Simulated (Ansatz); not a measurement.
Relaxed BP (zinc blende):

```yaml
crystal:
  lattice:
    - [0.00000, 2.26828, 2.26828]
    - [2.26828, 0.00000, 2.26828]
    - [2.26828, 2.26828, 0.00000]
  atoms:
    - { symbol: P, position: [0.75000, 0.75000, 0.75000] }
    - { symbol: B, position: [0.00000, 0.00000, 0.00000] }
```

A phonon eigenvector at Γ is frozen into this cell: atom i moves by Q times the vector below, so Q is the largest atomic displacement, in Å. The cell is held. It is one choice among 3 degenerate patterns.

```json
[
 {"atom": "P1", "x": "0.000", "y": "0.000", "z": "-0.349"},
 {"atom": "B2", "x": "0.000", "y": "0.000", "z": "1.000"}
]
```

Level of theory: r2SCAN (plane waves to 500 eV, PAW, scalar-relativistic; Ansatz, a quantum-chemistry and plane-wave program). k mesh 12×12×12 (Γ-centred), Fermi-Dirac smearing 0.05 eV. Compression counts positive. As the smearing reaches across the gap at some points, energies and forces of such displacements shift with the k mesh and the smearing. BP was relaxed with its symmetry unable to fall. 

| Q (Å) | −dE/dQ from forces (eV/Å) | P (GPa) |
|---|---|---|
| -0.280 | ___ | 11.9 |
| -0.233 | 7.211 | 8.4 |
| -0.187 | 6.102 | 5.5 |
| -0.140 | 4.766 | ___ |
| -0.093 | 3.286 | ___ |
| -0.047 | 1.668 | 0.4 |
| 0.000 | 0.000 | 0.0 |
| 0.047 | -1.668 | 0.4 |
| 0.093 | -3.286 | ___ |
| 0.140 | -4.766 | ___ |
| 0.187 | -6.102 | 5.5 |
| 0.233 | -7.211 | 8.4 |
| 0.280 | ___ | 11.9 |

### Question
Some entries are withheld; supply them.

### Answer

- -0.280, −dE/dQ from forces (eV/Å): 8.130
- -0.140, P (GPa): 3.1
- -0.093, P (GPa): 1.4
- 0.093, P (GPa): 1.4
- 0.140, P (GPa): 3.1
- 0.280, −dE/dQ from forces (eV/Å): -8.130

(For displaced atoms, the force is minus the slope of the energy, and its curvature is a force constant, which sets phonon frequencies.)
